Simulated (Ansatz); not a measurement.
MgTe:
```yaml
crystal:
  lattice:
    - [0.00000, 3.25450, 3.25450]
    - [3.25450, 0.00000, 3.25450]
    - [3.25450, 3.25450, 0.00000]
  atoms:
    - { symbol: Te, position: [0.75000, 0.75000, 0.75000] }
    - { symbol: Mg, position: [0.00000, 0.00000, 0.00000] }
```

Relaxed with PBE. Special points in fractions of this cell's reciprocal vectors: Γ (0.000, 0.000, 0.000); X (0.500, 0.000, 0.500); U (0.625, 0.250, 0.625); K (0.375, 0.375, 0.750); L (0.500, 0.500, 0.500); W (0.500, 0.250, 0.750).

Question: List the band energies nearest the valence-band maximum at these points for PBE with spin–orbit coupling in the plane-wave PAW code Ansatz.

Answer: In eV from the valence-band maximum; about four levels below and three above (degenerate sets whole), none deeper than 8.9 eV; points with the same levels are listed once.

```csv
k,below,above
Γ,0.00 0.00 0.00 0.00,2.07 2.07 5.18 5.18 5.18 5.18 5.18 5.18
X,-1.60 -1.60 -1.20 -1.20,2.62 2.62 3.27 3.27
U,-2.32 -2.00 -1.17 -1.14,3.20 3.21 4.82
L,-0.92 -0.92 -0.43 -0.43,2.91 2.91 5.25 5.25
W,-2.37 -1.90 -1.63 -1.57,4.28 4.30 5.16
```

Space group F-43m (zinc blende). Symmetry was held in the PBE relaxation; phonons on a q-mesh show no instability.

Potentials: the later of the program's two PAW sets.
